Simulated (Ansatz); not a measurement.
WC (P-6m2), stationary points along a deformation path

Method: DFT r2SCAN, scalar-relativistic, plane waves, PAW in Ansatz 0.2.0. Settings: plane waves to 500 eV, k-mesh 21×21×18 (Γ-centred), Gaussian smearing 0.15 eV. Spin–orbit coupling is left out, which can shift energies with elements as heavy as these. No spin polarisation. Energies are free energies at this smearing, counted from the undisturbed cell; pressure is positive in compression.

The undisturbed cell (as given, not relaxed at this level; it stands at 4.3 GPa):

```
W C
1.0
     2.90050    0.00000    0.00000
    -1.45025    2.51191    0.00000
     0.00000    0.00000    2.82900
W C
1 1
Direct
  0.00000 0.00000 0.00000
  0.66667 0.33333 0.50000
```

At fixed volume and fractional coordinates, lengths along (0.000, 0.000, 1.000) are scaled against those across it; ρ is that ratio over its starting value. V = 10.306 Å³/atom. Δσ is the stress along the axis less the mean stress across it (compression positive).

```
    ρ  ΔE (meV/atom)  Δσ (GPa) space group
0.850          447.9    130.82        P-6m2
0.920          115.0     65.73        P-6m2
0.960           26.6     31.34        P-6m2
1.000            0.0     -0.69        P-6m2
1.050           40.5    -37.76        P-6m2
1.100          149.4    -70.85        P-6m2
1.200          518.2   -124.79        P-6m2
```

Task: How does the stress give the slope of the energy, and where is the energy stationary?

Result: Along the path d ln(length) is 2/3 d ln ρ on the axis and −1/3 d ln ρ across it, so dE/d ln ρ = −(2/3) V Δσ: the energy falls with ρ where Δσ is positive. Δσ vanishes or changes sign between ρ = 0.960 and 1.000, a minimum (near 1.00 by linear interpolation). Pairs of stationary points between two samples would go unseen, and could change a minimum read from distant neighbours into a maximum.

Task: Integrate that slope from ρ = 1 to 1.200 by the trapezoid rule.

Result: With V/N in Å³ and 1 eV/Å³ = 160.2 GPa the slopes at ρ = 1.000, 1.050, 1.100, 1.200 are 29, 1619, 3038, 5351 meV/atom per unit of ln ρ. The steps add 40.2 + 108.3 + 365.0 = 513.5 meV/atom, against 518.2 from the energies; the trapezoid rule misses the curvature of the slope within each step.

In a metal these slopes depend on the k mesh and the smearing.